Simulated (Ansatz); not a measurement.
# Stress against strain in TiO$_{2}$

```yaml
crystal:
  lattice:
    - [4.59400, 0.00000, 0.00000]
    - [0.00000, 4.59400, 0.00000]
    - [0.00000, 0.00000, 2.95900]
  atoms:
    - { symbol: Ti, position: [0.00000, 0.00000, 0.00000] }
    - { symbol: Ti, position: [0.50000, 0.50000, 0.50000] }
    - { symbol: O, position: [0.30600, 0.30600, 0.00000] }
    - { symbol: O, position: [0.19400, 0.80600, 0.50000] }
    - { symbol: O, position: [0.69400, 0.69400, 0.00000] }
    - { symbol: O, position: [0.80600, 0.19400, 0.50000] }
```

Atom numbers follow the list: Ti1, Ti2, O3, O4, O5, O6.

The geometry is COD entry 9007432, unchecked; take it as a test cell.

These are results of DFT, LDA, all-electron LAPW, scalar-relativistic (Ansatz 0.2.0), not measurements.

Numerical set-up: a Γ-centred 7×7×10 k mesh, Fermi–Dirac smearing of 0.05 eV, basis error target 0.5 meV/atom, no spin polarisation.

The strain is applied along the Cartesian axes of the cell as listed (the other components stay zero). Fractional coordinates are held (clamped ions).

σ is the change of stress from the unstrained cell, which is at -7.70 GPa; tension is positive, so slopes are stress–strain coefficients at that pressure.

Only quantities that a quadratic follows smoothly over the whole series are listed; rougher ones are left out.

```
εxx = εyy  σzz (GPa)  σxx (GPa)
  -0.0300     -11.38     -15.93
  -0.0200      -7.18     -10.10
  -0.0100      -3.40      -4.81
   0.0000       0.00       0.00
   0.0200       5.76       8.31
   0.0300       8.17      11.89
```

Problem. Fit the series and read off the stiffness at zero strain.

Solution. Least-squares fits y = p0 + p1 x + p2 x² to the rows give σzz (GPa): p1 = 325, p2 = -1800; σxx (GPa): p1 = 463, p2 = -2300. So C13 + C23 = 325 GPa and C11 + C12 = 463 GPa, for these axes.

Problem. One run, at εxx = εyy = 0.0100, is withheld. Predict its row.

Solution. The fits give 3.08, 4.42; the run gave 3.05, 4.36.
